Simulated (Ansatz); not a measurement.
An input for the plane-wave PAW code Ansatz:

```yaml
crystal:
  lattice:
    - [3.6932776702, 0.0, 0.0]
    - [0.0, 3.6932776702, 0.0]
    - [0.0, 0.0, 4.5981393543]
  atoms:
    - { symbol: Ir, position: [0.0, 0.5, 0.0] }
    - { symbol: Ir, position: [0.5, 0.0, 0.5] }
    - { symbol: As, position: [0.0, 0.0, 0.25] }
    - { symbol: As, position: [0.0, 0.0, 0.75] }
basis:
  ecutwfc: 420
  ecutrho_ratio: 4
kpoints:
  mp_grid: { grid: [8, 8, 8] }
hamiltonian:
  xc: pbesol
scf:
  occupations: { method: gaussian, width: 0.05 }
output:
  forces: true
  stress: true
  eigenvalues: true
relax:
  f_tol: 0.01
  max_steps: 60
  cell: { stress_tol: 0.04 }
```

Launched as:
```sh
ansatz run input.yaml --threads 4 --pin off --max-ram 4096MiB --backend cpu --events-out ev --progress --plain --runs-dir out
```

The structure was built from a prototype; whether the compound forms in it isn't claimed.

Task: Before reading the output: what should come out?

Result: Final volume 16.49 Å³/atom, energy lowered by 2052.4 meV/atom, pressure 0.0 GPa, gap on the mesh zero (metallic) (PBEsol, scalar-relativistic).

What the program printed, in part:

```
Pseudopotentials: kind: paw
Pseudopotential: Ir, paw, valence charge 17, recommended cutoff 420 eV (normal), Ir.paw.azcp
Pseudopotential: As, paw, valence charge 15, recommended cutoff 420 eV (normal), As.paw.azcp
Crystal: 4 atoms, lattice volume = 62.720 Å³
Basis set: ecut = 420 eV, 1231 PW (Γ), exchange–correlation on 50×50×64 points (8 copies of the dense FFT grid, shifted against one another)
Bands: 39, of which v1, the nominal top of the filled ones, is band 32 counted from 1 (31 counted from 0)
Symmetry: 16 space group operations
Space group: P42/mmc (ITA 131), of the structure as read, at distance tolerance 4.0e-5 Å
k-points: 75 of 512
Initial density: superposition of atomic densities (neutral atoms: chi_scale 0, normalization atom), corrected by the library's trained network
Initial wavefunctions: pseudopotential atomic-orbital guess
Functional: x = pbesol(κ = 0.804, μ = 0.12346), c = pbesol(β = 0.046)
```

SCF trace (energy estimate counted from the last row; the run made several SCF loops, for ionic steps, more bands or searches for a lower state, numbered loop.iteration):
```tsv
iteration	ΔE (eV)	density residual (eV)
1.1	8.186	6.52e-2
1.2	8.200	2.63e-2
1.3	8.209	2.70e-3
1.4	8.210	5.32e-4
1.5	8.210	1.70e-5
1.6	8.210	1.09e-6
1.7	8.210	6.42e-8
2.1	4.909	4.83e-2
2.2	4.912	8.10e-3
2.3	4.915	1.38e-3
2.4	4.916	1.95e-4
2.5	4.916	3.12e-6
2.6	4.916	8.09e-7
…	…	…
26.3	0.000	5.10e-10
26.4	0.000	5.43e-11
26.5	0.000	5.18e-12
26.6	0.000	1.52e-12
```

```
SCF converged after 6 iterations
Free energy (F): -33224.062114 eV
E sigma→0 (E₀):  -33224.060165 eV
Entropy (-TS):   -0.003899 eV (-0.975 meV/atom)
Fermi energy:    17.881160 eV
--- Forces (eV/Å), atoms counted from 1 ---
  atom   1  Ir     0.00000000     0.00000000     0.00000000
  atom   2  Ir     0.00000000     0.00000000     0.00000000
  atom   3  As     0.00000000     0.00000000     0.00000000
  atom   4  As     0.00000000     0.00000000     0.00000000
--- Stress (GPa, compression-positive) ---
       -0.000089       0.000000       0.000000
        0.000000      -0.000089       0.000000
        0.000000       0.000000      -0.002711
  P = ⅓ Tr σ = -0.0010 GPa (-0.010 kbar)
--- Band table (eV; the first three rows and the last of 75) ---
  k-point 0: bands = ["-74.2927", "-74.2926", "-31.5144", "-31.5074", "-31.2474", "-31.2474", "-30.6458", "-30.6458", "-18.6615", "-18.6568", "-18.6030", "-18.6029", "-18.5656", "-18.5656", "-18.5624", "-18.5590", "-18.5590", "-18.5566", "2.9346", "4.4257", "8.8393", "12.4337", "13.4650", "13.5185", "13.8303", "14.3973", "14.3973", "14.4844", "16.2874", "16.2874", "17.6984", "17.7150", "19.9111", "19.9111", "21.0841", "23.5603", "23.5603", "25.4906", "25.5460"]
  k-point 1: bands = ["-74.2927", "-74.2926", "-31.5141", "-31.5076", "-31.2474", "-31.2474", "-30.6458", "-30.6458", "-18.6613", "-18.6570", "-18.6030", "-18.6029", "-18.5655", "-18.5655", "-18.5622", "-18.5590", "-18.5590", "-18.5568", "2.9752", "4.3389", "8.9901", "12.2960", "13.4670", "13.5192", "13.8423", "14.4127", "14.4127", "14.4316", "16.2366", "16.2366", "17.6990", "17.7144", "20.0378", "20.0378", "21.2777", "23.3778", "23.3778", "25.5090", "25.6612"]
  k-point 2: bands = ["-74.2927", "-74.2926", "-31.5133", "-31.5084", "-31.2474", "-31.2474", "-30.6458", "-30.6458", "-18.6608", "-18.6575", "-18.6030", "-18.6029", "-18.5654", "-18.5654", "-18.5616", "-18.5592", "-18.5592", "-18.5574", "3.0949", "4.1154", "9.4012", "11.9038", "13.4743", "13.5189", "13.8811", "14.3089", "14.4522", "14.4522", "16.1172", "16.1172", "17.7008", "17.7126", "20.3850", "20.3850", "21.8037", "22.9117", "22.9117", "25.1276", "25.8382"]
  k-point 74: bands = ["-74.2768", "-74.2768", "-31.4707", "-31.4707", "-31.4404", "-31.4404", "-30.8137", "-30.8137", "-18.6300", "-18.6300", "-18.5897", "-18.5897", "-18.5779", "-18.5779", "-18.5676", "-18.5676", "-18.5338", "-18.5338", "7.5494", "7.5494", "11.5999", "11.5999", "12.0405", "12.0405", "13.1824", "13.1824", "14.4382", "14.4382", "15.7340", "15.7340", "18.4979", "18.4979", "19.0150", "19.0150", "20.4713", "20.4713", "21.5227", "21.5227", "24.1475"]
--- Relaxed structure (23 steps of the walk, 23 accepted, 3 SCFs on fresh bases) ---
  F+E_penalty+E_count = -33224.06211429 eV   max|allowed force component| = 2.776e-17 eV/Å   (the final SCF, on the basis selected at the relaxed cell)
  cell:  # Å, volume = 65.9445 Å³
    - [2.91620, 0.00000, 0.00000]
    - [0.00000, 2.91620, 0.00000]
    - [0.00000, 0.00000, 7.75431]
  atoms:
    - { symbol: Ir, position: [0.00000, 0.5, 0.00000] }
    - { symbol: Ir, position: [0.5, 0.00000, 0.50000] }
    - { symbol: As, position: [0.00000, 0.00000, 0.25000] }
    - { symbol: As, position: [0.00000, 0.00000, 0.75] }
```

Cost: 2.5 min on 4 threads of Arm Neoverse N1, on a shared host, peak memory 0.54 GiB.

Total energies depend on the potentials used, so only differences within one code and one set of settings carry meaning.

No spin–orbit coupling, a notable omission for heavy elements.
